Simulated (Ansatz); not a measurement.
# AlN: the gap against volume

AlN, F-43m, a = 4.370 Å. This isn't the usual stable structure of the compound. Ansatz: r2SCAN, PAW, 500 eV, Γ-centred 10×10×10 mesh on 2 atoms, Gaussian smearing 0.02 eV; no spin polarisation. Symmetry fixes shape and atoms, so the cell is only scaled; x = ln(V/V0) with V0 = 10.430 Å³/atom. The gap is read at the mesh points alone.

```tsv
x	gap y (eV)
-0.0619	3.990
-0.0305	3.966
0.0000	3.941
0.0296	3.916
0.0583	?
```

Problem. Fit a straight line to the other rows, give the volume deformation potential of the gap and its pressure coefficient, and predict the missing gap. B0 = 210.3 GPa.

Solution. Means x = -0.01570, y = 3.9533; Σ(Δx)² = 0.004652, ΣΔxΔy = -0.003766; the slope is their ratio. y = 3.9405 − 0.80960 x. The slope is the deformation potential a = dE_g/d ln V = -0.81 eV, and dE_g/dP = −a/B0 = 3.85 meV/GPa. At x = 0.0583 the fit asked for gives 3.893 eV. The run gave 3.890 eV, so the fit is 0.003 eV too high, a small miss on the scale of the series. The form still works here, 31 % of the fitted range beyond its end.

Semilocal functionals give gaps under the measured ones; changes of the gap mostly carry over better.